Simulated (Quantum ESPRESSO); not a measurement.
```xyz
3
Lattice="3.6914 0.0000 0.0000 -1.8457 3.1968 0.0000 0.0000 0.0000 6.0411" Properties=species:S:1:pos:R:3 pbc="T T T"
Zr     0.0000     0.0000     0.0000
S      1.8457     1.0656     4.6038
S      0.0000     2.1312     1.4372
```
Geometry: a computed entry of the Materials Project; it was not checked against measured cells. It is ZrS2 in P-3m1; whether this form has been observed was not checked. Stability against distortions was not tested. The layers lie 3.2 Å apart; this gap hangs on dispersion, and neither it nor the stacking was checked against the measured crystal. The run has no spin polarisation.

A lattice sum over point charges, one formal value an element (Zr +4, S -2), with no Sternheimer factor, costs far less than a self-consistent run. Taken along the main axis of each site's self-consistent tensor, it gives:

| site | V along that axis, point charges (a.u.) |
|---|---|
| Zr (atom 1) | -0.051 |

Problem. How do the values of PBE PAW (JTH datasets; density from pw.x of a modified build of Quantum ESPRESSO, gradients reconstructed from it by a script) compare?

Solution. 
```
site  Vzz, PAW (a.u.)  PAW over point charges
----  ---------------  ----------------------
Zr             -0.053                     1.0
```
  Cores are frozen. Zr had no test against all-electron runs.
